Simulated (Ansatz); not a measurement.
In2Se3 in space group P3m1 (No. 156; Pearson symbol hP10), plane-wave PAW PBE+D3(BJ) (Ansatz code). The conduction-band minimum lies at Γ, with 1 equivalent valley. Second derivatives d²E/dk² of the lowest band at one valley (eV·Å²), along Cartesian directions:

```tsv
direction	d²E/dk²
[100]	89.27
[010]	89.27
[001]	88.30
[110]	89.27
[101]	88.82
[011]	88.83
```

Question: Find the principal effective masses, the density-of-states mass and the conductivity mass.

Answer: Off-diagonal terms follow from H_xy = H[110] − (H_xx + H_yy)/2, and m*/mₑ = 7.620 eV·Å² over each eigenvalue: 0.085, 0.085, 0.086. One valley's DOS mass (m₁m₂m₃)^(1/3) = 0.086, conductivity mass 3/(Σ 1/mᵢ) = 0.086 mₑ.

Question: What effective density of states Nc follows at 300 K for parabolic valleys?

Answer: Nc = 2.509e19 × 1 × (0.086)^(3/2) ≈ 6.3e17 cm⁻³.

The start of the workflow was typed in or built on a structure type; neither database checked (COD, Materials Project) lists it. COD files the formula under space group No. 160, 166, 169, 170. Its standing as an ambient phase is unchecked. Symmetry was held in the PBE+D3(BJ) relaxation; its stability against distortions is not shown here. Scalar-relativistic: spin–orbit coupling is off unless named, which matters more the heavier the elements.

Potentials: the later of the program's two PAW sets.

Edges and masses are those of Kohn–Sham bands, whose gap is no quasiparticle gap.
